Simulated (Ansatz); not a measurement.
## CaMnO₃, a known structure type with other elements, at an estimated volume

```
CELL_PARAMETERS angstrom
3.74733 0.00000 0.00000
0.00000 3.74733 0.00000
0.00000 0.00000 3.74733
ATOMIC_POSITIONS crystal
Mn 0.00000 0.00000 0.00000
O 0.50000 0.00000 0.00000
O 0.00000 0.50000 0.00000
O 0.00000 0.00000 0.50000
Ca 0.50000 0.50000 0.50000
```

Level: r2SCAN, collinear spin; 500 eV; 6×6×6 Γ-centred mesh; fermi-dirac occupations (width 0.1 eV); Ansatz 0.2.0, fixed geometry.

Magnetic state (reached from a saved solution, and it need not be the lowest): Mn1 down.

- Moments: Mn1 -2.69 μB of spin moment in Bader basins; net size 3.06 μB a cell.
- Charges: Bader charges in e: Ca +1.64, Mn +2.01, O -1.22. In the mean Mn gives up most and O takes most.
- Stress: The pressure is -2.2 GPa (compression positive), so with the atoms held at these fractions the cell would first shrink.
- Forces: The forces vanish by the symmetry of the sites.
- Electronic structure: It is a metal, with about 0.2 states/eV a cell as the mean within 0.25 eV of the Fermi level, mostly O p (80 %) and Mn d (16 %).
- Contacts: Mn–O at 1.87 Å: least valence density 0.80 e/Å³ and ELF 0.23 there. Ca–O at 2.65 Å: least valence density 0.14 e/Å³ and ELF 0.05 there. Both are smooth PAW fields, read partly inside the augmentation spheres.
- Formation energy: -2.57 eV an atom against the elements' usual phases (free molecules for gases, crystals otherwise, with no correction for O₂ or N₂), so it is bound against them; other compounds may still compete. Relaxing would lower it.

Origin: a known structure type with other elements, at an estimated volume, so it need not be a known compound. Caveats: semilocal functionals often miss the gap of such magnets.
